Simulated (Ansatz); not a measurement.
MgPd (CsCl type, space group No. 221) at seven volumes, plane-wave PAW PBEsol (Ansatz code), scaled uniformly. One row is withheld.

```csv
V (Å³/atom),P (GPa)
14.147,12.11
14.614,7.38
15.080,3.39
15.547,0.00
16.013,?
16.479,-5.30
16.946,-7.36
```

### Question
Fit the shown pressures and predict the withheld one.

### Answer
P = (3/2)B₀(x^(7/2) − x^(5/2))[1 + (3/4)(B′ − 4)(x − 1)] with x = (V₀/V)^(2/3). Least squares on the six rows gives V₀ = 15.547 Å³/atom, B₀ = 104 GPa, B′ = 4.50. At V = 16.013, x = 0.9805 and P = -2.87 GPa. The run itself gave -2.87 GPa.

Space group Pm-3m (CsCl type). The first step of the workflow began from a Materials Project structure, measured or hypothetical; the Crystallography Open Database files this formula in space group No. 221, but the cells were not matched. Whether it is the stable phase at ambient conditions was not checked. The cell was relaxed with PBEsol under the symmetry of its start. At this level the phase is mechanically unstable. No spin polarisation was allowed.

Potentials: the later of the program's two PAW sets.
